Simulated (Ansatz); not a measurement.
AuCl:
```cif
data_Au8Cl8
_chemical_formula_sum 'Au8 Cl8'
_space_group_name_H-M_alt 'I41/amd :1'
_space_group_IT_number 141
_space_group_name_Hall 'I 4bw 2bw -1bw'
_cell_length_a 6.92240
_cell_length_b 6.92240
_cell_length_c 8.63466
_cell_angle_alpha 90.000
_cell_angle_beta 90.000
_cell_angle_gamma 90.000
loop_
_atom_site_label
_atom_site_type_symbol
_atom_site_symmetry_multiplicity
_atom_site_Wyckoff_symbol
_atom_site_fract_x
_atom_site_fract_y
_atom_site_fract_z
_atom_site_occupancy
Au1 Au 8 c 0.00000 0.25000 0.12500 1
Cl1 Cl 8 e 0.00000 0.00000 0.30197 1
```
(The calculation used a cell of 8 atoms; values per cell refer to that cell.)

Relaxed with r²SCAN.

Task: Which orbitals make up the states near the band edges in the program Ansatz at the r²SCAN level (PAW)?

Result: Top 1 eV of the valence band: Au 5d 58 %, Cl 3p 25 %, Au 6s 16 %. Bottom 1 eV of the conduction band: Au 6s 36 %, Cl 3p 27 %, Au 5d 16 %, Cl 3s 5 %, outside the projected shells 16 %. Projections are on Löwdin-orthogonalised atomic valence shells; empty p or d shells of many metals are not among them.

Task: Tabulate the density of states.

Result: States/eV per cell of 8 atoms, in 0.25 eV bins, energy from the valence-band maximum.

```csv
E (eV),total,Au 5d,Cl 3p,Au 6s
-7.25,0.00,0.00,0.00,0.00
-7.00,8.11,2.80,4.35,0.83
-6.75,4.87,1.46,2.77,0.47
-6.50,5.30,1.45,3.18,0.39
-6.25,8.19,2.41,4.88,0.41
-6.00,5.52,1.78,3.08,0.26
-5.75,0.01,0.00,0.01,0.00
-5.50,0.00,0.00,0.00,0.00
-5.25,4.36,1.61,2.69,0.02
-5.00,13.28,5.03,8.03,0.06
-4.75,12.58,4.97,7.29,0.16
-4.50,12.42,4.67,7.10,0.48
-4.25,13.80,5.88,6.69,1.05
-4.00,8.16,3.80,3.61,0.66
-3.75,8.28,5.50,2.11,0.62
-3.50,8.07,5.39,2.14,0.46
-3.25,11.03,8.89,1.60,0.42
-3.00,11.39,9.48,1.37,0.41
-2.75,22.69,19.68,2.13,0.73
-2.50,27.66,24.33,2.44,0.75
-2.25,18.79,14.19,3.85,0.59
-2.00,14.87,10.26,3.81,0.65
-1.75,4.33,2.89,1.03,0.35
-1.50,6.27,3.15,2.90,0.15
-1.25,7.94,3.91,3.59,0.39
-1.00,7.01,3.76,2.36,0.86
-0.75,5.06,3.04,1.06,0.92
-0.50,4.39,2.64,0.97,0.74
-0.25,1.49,0.87,0.36,0.25
0.00,0.13,0.08,0.03,0.02
0.25,0.00,0.00,0.00,0.00
0.50,0.00,0.00,0.00,0.00
0.75,0.00,0.00,0.00,0.00
1.00,0.00,0.00,0.00,0.00
1.25,0.00,0.00,0.00,0.00
1.50,0.00,0.00,0.00,0.00
1.75,0.00,0.00,0.00,0.00
2.00,0.00,0.00,0.00,0.00
2.25,0.62,0.15,0.18,0.19
2.50,1.98,0.37,0.55,0.64
2.75,5.78,0.88,1.58,2.15
3.00,4.96,0.70,1.33,1.75
3.25,5.17,0.57,1.30,2.11
3.50,4.00,0.33,0.95,1.83
3.75,6.16,0.42,1.45,2.68
4.00,4.12,0.25,0.96,1.83
4.25,2.86,0.06,0.22,0.58
4.50,2.00,0.03,0.07,0.19
4.75,1.77,0.02,0.06,0.19
5.00,2.06,0.02,0.06,0.17
5.25,2.59,0.02,0.06,0.15
5.50,2.41,0.02,0.05,0.13
5.75,2.05,0.02,0.04,0.10
6.00,1.65,0.01,0.02,0.06
6.25,1.63,0.01,0.02,0.06
6.50,2.23,0.01,0.05,0.16
6.75,1.73,0.01,0.05,0.16
7.00,5.57,0.02,0.12,0.37
```

Space group I4_1/amd. The workflow started from a Materials Project entry (that database holds measured and hypothetical structures alike); the Crystallography Open Database copy checked does not list it. Whether it is the stable phase at ambient conditions was not checked. The r²SCAN relaxation kept the symmetry of its start; whether a distortion lowers the energy is not shown. Scalar-relativistic: spin–orbit coupling is off unless named, which matters more the heavier the elements.

Potentials: the later of the program's two PAW sets.
